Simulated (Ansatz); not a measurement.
BeS (NiAs type), relaxed and computed with several functionals in Ansatz (plane waves, PAW).

```csv
functional,a (Å),c (Å),V (Å³/atom),gap (eV),B₀ by P(V) fit (GPa)
PBE,(withheld),(withheld),(withheld),(withheld),(withheld)
HSE06,3.283,5.225,12.19,2.25,117
PBEsol,3.271,5.207,12.06,1.39,115
```

### Question
Complete the blanks.

### Answer

- PBE, a (Å): 3.301
- PBE, c (Å): 5.247
- PBE, V (Å³/atom): 12.38
- PBE, gap (eV): 1.44
- PBE, B₀ by P(V) fit (GPa): 108

Constructed cells (a structure type filled with these elements, in neither database checked): BeS, NiAs type. Unstable at this level: BeS, NiAs type with PBE; BeS, NiAs type with PBEsol. All cells were relaxed under the symmetry of their starts (and spin orders); stability against distortions was not tested throughout.

Potentials: the later of the program's two PAW sets.

Ansatz (a quantum-chemistry and plane-wave program) is a plane-wave DFT program.
